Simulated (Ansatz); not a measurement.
# An Ansatz input for Ca3BiN with phosphorus replacing Bi

```yaml
crystal:
  lattice:
    - [-4.8884, 4.8884, 4.8884]
    - [4.8884, -4.8884, 4.8884]
    - [4.8884, 4.8884, -4.8884]
  atoms:
    - { symbol: Ca, position: [0.5, 0.25, 0.25] }
    - { symbol: Ca, position: [0.0, 0.75, 0.25] }
    - { symbol: Ca, position: [0.0, 0.25, 0.75] }
    - { symbol: Ca, position: [0.5, 0.75, 0.75] }
    - { symbol: Ca, position: [0.25, 0.5, 0.25] }
    - { symbol: Ca, position: [0.75, 0.0, 0.25] }
    - { symbol: Ca, position: [0.75, 0.5, 0.75] }
    - { symbol: Ca, position: [0.25, 0.0, 0.75] }
    - { symbol: Ca, position: [0.25, 0.25, 0.5] }
    - { symbol: Ca, position: [0.75, 0.75, 0.5] }
    - { symbol: Ca, position: [0.75, 0.25, 0.0] }
    - { symbol: Ca, position: [0.25, 0.75, 0.0] }
    - { symbol: P, position: [0.0, 0.0, 0.0] }
    - { symbol: Bi, position: [0.5, 0.5, 0.0] }
    - { symbol: Bi, position: [0.5, 0.0, 0.5] }
    - { symbol: Bi, position: [0.0, 0.5, 0.5] }
    - { symbol: "N", position: [0.5, 0.5, 0.5] }
    - { symbol: "N", position: [0.0, 0.0, 0.5] }
    - { symbol: "N", position: [0.0, 0.5, 0.0] }
    - { symbol: "N", position: [0.5, 0.0, 0.0] }
kpoints:
  mp_grid: { grid: [3, 3, 3] }
scf:
  occupations: { method: fermi_dirac, width: 0.01 }
  max_iter: 100
hamiltonian:
  xc: pbe
  pseudopotentials: { kind: nc }
output:
  forces: true
  stress: true
  populations: true
  efg:
    quadrupole_moments_barn: { Ca: -0.0408, Bi: -0.516, "N": 0.02044 }
    contact_densities: true
magnetization:
  spin_polarized: true
  spin_orbit: true
```

```sh
ansatz run input.yaml --threads 1 --pin off --max-ram 2560MiB --backend cpu --events-out ev --progress --plain --runs-dir out
```

**Question.** What happens when this input is run?

**Answer.** The input was rejected before any iteration. The input holds spin-orbit coupling on scalar files. The program says:

```
Error: 3 input errors — fix all and re-run
  1. inconsistent input (magnetization.spin_orbit, magnetization.noncollinear): true requires noncollinear: true — spin–orbit coupling acts on 2-spinor wavefunctions; set both flags
  2. inconsistent input (magnetization.spin_orbit, hamiltonian.pseudopotentials.kind): true requires a fully-relativistic hamiltonian.pseudopotentials.kind (nc_fr or paw_fr), or kind: all_electron without datasets and azcp, which then solves Dirac's equation on LAPW. paw_fr resolves this project's PAW files (source: ansatz) by j as it reads them
```

Against a sound input the change was `magnetization`: not typed → {spin_polarized: true, spin_orbit: true}; `hamiltonian.pseudopotentials`: {kind: paw} → {kind: nc}; `scf.max_iter`: not typed → 100.

With the sound settings the run converges and gives V_zz (10²¹ V/m²) Ca -8.93 (η 0.03), Bi -1.51 (η 0.00), N -0.21 (η 0.00), and under 0.004 at the other sites. The defect repeats with the cell of 20 atoms, so it feels its images: sites between two images don't show the values beside a lone defect, and zeros or small values of η there can come from the images' arrangement. Ca carries a gradient in the pure host already, so the values there aren't the defect's effect alone. Spin–orbit coupling is left out, which shifts gradients on Bi by a few per cent in wide-gap crystals, and can shift them far more where the calculated gap is small or absent, as here. With a gap of 0.5 eV on this mesh, small gradients can still move by 0.1 × 10²¹ V/m² or more as the k-mesh gets denser. The neighbours have not yet relaxed around the defect (largest force 0.34 eV/Å), so a real crystal will differ.
